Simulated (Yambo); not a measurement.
Yambo run on HgZnS₂ (space group R3m, No. 160). The wavefunctions are PBEsol (pw.x of Quantum ESPRESSO, ONCV potentials, with spin-orbit coupling) ones on a 4×4×4 mesh (52 occupied bands); a = 6.926 Å, b = 6.926 Å, c = 6.926 Å, α = 33.14°, β = 33.14°, γ = 33.14°.

Yambo input:

```
rim_cut
HF_and_locXC
RandQpts= 1000000
RandGvec= 1 Ry
EXXRLvcs= 84 Ry
VXCRLvcs= 336 Ry
% QPkrange
 1 | 1 | 50 | 54 |
 3 | 3 | 52 | 53 |
 7 | 7 | 52 | 53 |
 13 | 13 | 52 | 53 |
%
```

k points by index: 1 = Γ, 3 = L, 7 = F, 13 = Z.

Resulting energies as the program prints them:

```
#    K-point    Band    Eo [eV]    Ehf [eV]    Vxc [eV]    Vnlxc [eV]
#
    1    50    -0.015013    -2.741190    -15.73572    -18.46190
    1    51    0.000000    -2.836311    -15.96755    -18.80386
    1    52    0.000000    -2.836311    -15.96755    -18.80386
    1    53    0.353545    4.019274    -11.95944    -8.293713
    1    54    0.353545    4.019274    -11.95944    -8.293713
    3    52    -1.368779    -4.607589    -14.52034    -17.75915
    3    53    3.254678    7.688210    -11.21763    -6.784095
    7    52    -0.880761    -3.983657    -15.14377    -18.24667
    7    53    1.837902    5.877626    -12.30177    -8.262045
    13    52    -0.245981    -3.143028    -15.53785    -18.43490
    13    53    2.102318    6.396107    -12.16018    -7.866390
```
Exchange alone, without screening.

Geometry relaxed with PBEsol.

The structure is a Materials Project entry; no match was found in the copy of COD used, and its stability was not checked.
